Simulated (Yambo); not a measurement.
BSE-type run in Yambo on GaN (wurtzite, space group P6_3mc, No. 186) under isotropic strain of -3 % on all lattice vectors, at zero momentum.

Quantum ESPRESSO step (PBE, PseudoDojo stringent norm-conserving files, scalar-relativistic):
```
&CONTROL
  calculation = 'nscf'
  pseudo_dir = './pseudo'
  outdir = './out'
/
&SYSTEM
  ibrav = 0
  nat = 4
  ntyp = 2
  ecutwfc = 114.0
  ecutrho = 456.0
  occupations = 'fixed'
  force_symmorphic = .true.
  nbnd = 47
/
&ELECTRONS
  conv_thr = 4e-09
  diago_full_acc = .true.
  diago_thr_init = 1e-08
/
ATOMIC_SPECIES
N 14.0070 N.upf
Ga 69.7230 Ga.upf
CELL_PARAMETERS angstrom
  3.088283468933   0.000000000000   0.000000000000
 -1.544141734467   2.674531938184   0.000000000000
  0.000000000000   0.000000000000   5.031095684344
ATOMIC_POSITIONS crystal
N   0.666666667000   0.333333333000   0.875732971400
N   0.333333333667   0.666666666333   0.375732971400
Ga   0.666666667000   0.333333333000   0.499267028600
Ga   0.333333333667   0.666666666333   0.999267028600
K_POINTS automatic
9 9 6 0 0 0
```

Yambo input:
```
rim_cut
optics
bse
bss
dipoles
em1s
RandQpts= 1000000
RandGvec= 1 Ry
FFTGvecs= 40 Ry
Chimod= "HARTREE"
BSKmod= "SEX"
BSEmod= "resonant"
BSSmod= "hs"
BSENGexx= 15 Ry
BSENGBlk= 4 Ry
% KfnQP_E
 1.109 | 1.0 | 1.0 |
%
% BSEQptR
 1 | 1 |
%
% BSEBands
 22 | 28 |
%
% BEnRange
 0.0 | 9.6 | eV
%
% BDmRange
 0.15 | 0.15 | eV
%
BEnSteps= 192
% BLongDir
 1.0 | 0.0 | 0.0 |
%
BSHayTrs= -0.02
BSSNEig= 24
WRbsWF
% BndsRnXs
 9 | 42 |
%
NGsBlkXs= 4 Ry
% LongDrXs
 1.0 | 1.0 | 1.0 |
%
```

From the report:

The dimension is k points × valence × conduction bands = 486 × 5 × 2 = 4860.
```
   [SLEPC] Approach                          : Krylov-Schur
   [SLEPC] Number of requested eigenvalues   :  24
   [SLEPC] Number of eigenvalues        [NEV]:  24
    [K] Dimension                                    :   4860
    [K] Bands                                        :  22  28
    [K] Exchange res                                 : yes
    [K] Correlation res                              : yes
    [K] W interaction is bare                        : no
    [K] RL vectors exchange                          :  299
    [K] RL vectors correlation                       :   43
    [W] Matrix size                                  :   43
    [W] Bands                                        :    9   42
    [W] Coulomb Cutoff                               : none
    [W] Hxc Kernel                                   : HARTREE
```

Spin-orbit coupling is not included.

Geometry strained from the cell relaxed with PBEsol, atoms relaxed again.
